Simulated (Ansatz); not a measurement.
# How much do the gradients of WS2 with iodine replacing S depend on the method?

Cell: a supercell of WS2 (space group P6_3/mmc) built from a COD entry, with the ions relaxed around the defect (PBE).

```
CELL_PARAMETERS angstrom
6.36000 0.00000 0.00000
-4.77000 8.26188 0.00000
0.00000 0.00000 12.50000
ATOMIC_POSITIONS crystal
W 0.16671 0.22224 0.24765
W 0.16619 0.55578 0.24742
W 0.16633 0.88838 0.24738
W 0.66724 0.22297 0.24707
W 0.66756 0.55581 0.24747
W 0.66615 0.88820 0.24741
W 0.33570 0.10819 0.75399
W 0.33739 0.44977 0.75361
W 0.33252 0.77729 0.75608
W 0.82635 0.10791 0.75386
W 0.83282 0.44392 0.75476
W 0.83492 0.77936 0.75541
I 0.16678 0.22235 0.59421
S 0.16576 0.55892 0.62930
S 0.16642 0.88521 0.62940
S 0.66668 0.22232 0.62878
S 0.67333 0.56002 0.62919
S 0.66085 0.88451 0.62928
S 0.33306 0.11118 0.12212
S 0.33339 0.44441 0.12228
S 0.33317 0.77761 0.12194
S 0.83367 0.11107 0.12216
S 0.83351 0.44473 0.12175
S 0.83337 0.77771 0.12197
S 0.16697 0.22271 0.87466
S 0.16625 0.55434 0.88098
S 0.16786 0.89006 0.88159
S 0.66555 0.22068 0.88047
S 0.66636 0.55590 0.88045
S 0.66699 0.88976 0.88147
S 0.33456 0.11045 0.37214
S 0.33453 0.44602 0.37228
S 0.33302 0.77755 0.37307
S 0.83109 0.11035 0.37213
S 0.83351 0.44464 0.37316
S 0.83345 0.77769 0.37313
```

Sites (sets of like atoms) are named by element and the number of their first atom in this list.

First run. Method: Kohn–Sham DFT in Ansatz, PBE, plane waves and PAW, scalar-relativistic, 420 eV cutoff, Γ-centred 4×3×2 k-points, Fermi–Dirac smearing 0.01 eV, cell charge +1.

```
site  atom  V_zz (10²¹ V/m²)     η
  W5     5            -17.45  0.01
  W6     6            -17.55  0.01
  W7     7            -19.51  0.68
  W9     9            -18.28  0.01
 W10    10            -19.38  0.68
 W11    11            -18.29  0.02
 W12    12            -18.17  0.05
   I    13             11.56  0.05
 S26    26             -4.74  0.34
 S28    28             -4.95  0.31
 S31    31             -3.99  0.04
 S32    32             -4.00  0.05
 S34    34             -4.00  0.04
 S35    35             -4.39  0.04
```

Second run. The same atoms and settings, except that the functional is r2SCAN and the cutoff is 500 eV.

Task: What does the second run give?

Result: 

```tsv
site	atom	V_zz	η	change of V_zz
W5	5	-17.36	0.01	+0.09
W6	6	-17.45	0.01	+0.10
W7	7	-19.60	0.69	-0.09
W9	9	-18.23	0.01	+0.05
W10	10	-19.46	0.68	-0.08
W11	11	-18.11	0.02	+0.18
W12	12	-18.04	0.05	+0.13
I	13	11.18	0.05	-0.38
S26	26	-4.82	0.33	-0.08
S28	28	-5.04	0.29	-0.09
S31	31	-4.10	0.03	-0.11
S32	32	-4.11	0.05	-0.11
S34	34	-4.10	0.03	-0.10
S35	35	-4.42	0.04	-0.03
```

The largest change of V_zz is on I, from 11.56 to 11.18. In per cent, |V_zz| changes by -1 to 0 on W, -3 on I, +1 to +3 on S (all sites that start above 0.5). The table leaves out 22 of the 36 sites, with |V_zz| up to 19.29; their tensors move by 0.12 at most along any direction. The statements above cover all sites.

The defect repeats with the cell of 36 atoms, so it feels its images: sites between two images don't show the values beside a lone defect, and zeros or small values of η there can come from the images' arrangement. S and W carry a gradient in the pure host already, so the values there aren't the defect's effect alone. A uniform background compensates the cell's charge. Without spin–orbit coupling the gradients at and beside I and W can be off by some per cent, at some sites by more.
For the second run: With these PAW files V_zz is typically within 2 to 3 % of all-electron values, but misses above 10 % occur on I.
